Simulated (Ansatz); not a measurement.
**What a strained SiO2 layer does to its nuclei**

Cell: a COD entry, its atoms then relaxed with PBE in this cell.

```
CELL_PARAMETERS angstrom
4.97270 0.00000 0.00000
0.00000 4.97270 0.00000
0.00000 0.00000 6.92570
ATOMIC_POSITIONS crystal
Si 0.30549 0.30549 0.00000
Si 0.19451 0.80549 0.25000
Si 0.69451 0.69451 0.50000
Si 0.80549 0.19451 0.75000
O 0.23645 0.11665 0.18516
O 0.38335 0.73645 0.43516
O 0.76355 0.88335 0.68516
O 0.61665 0.26355 0.93516
O 0.73645 0.38335 0.56484
O 0.88335 0.76355 0.31484
O 0.26355 0.61665 0.06484
O 0.11665 0.23645 0.81484
```

Atoms are numbered from 1 in the order listed; like atoms form one site, named after its first atom.

Method: Kohn–Sham DFT in Ansatz, PBE, plane waves and PAW, scalar-relativistic, 420 eV cutoff, Γ-centred 6×6×5 k-points, Fermi–Dirac smearing 0.02 eV.

The cell is stretched along z (the third Cartesian axis of the run's cell), x and y held, and the ions relax again each time.

| strain along z (%) | Si: V along z (10²¹ V/m²) | O: V along z (10²¹ V/m²) |
| --- | --- | --- |
| -3 | 0.32 | 0.16 |
| -2 | 0.24 | 0.23 |
| -1 | 0.13 | 0.33 |
| 0 | 0.04 | 0.43 |
| +1 | -0.10 | 0.54 |
| +2 | ? | ? |
| +3 | -0.30 | 0.71 |

(1) Estimate the row at +2 % from the others.

## Answers

(1) Si: -0.20; O: 0.62. Worked for Si: a straight line through the other 6 rows has a slope of -0.106 × 10²¹ V/m² per per cent of strain and gives -0.19 at +2 %, against -0.20 from the run, so the response is nearly linear here. Worked for O: a straight line through the other 6 rows has a slope of 0.095 × 10²¹ V/m² per per cent of strain and gives 0.62 at +2 %, against 0.62 from the run, so the response is nearly linear here.
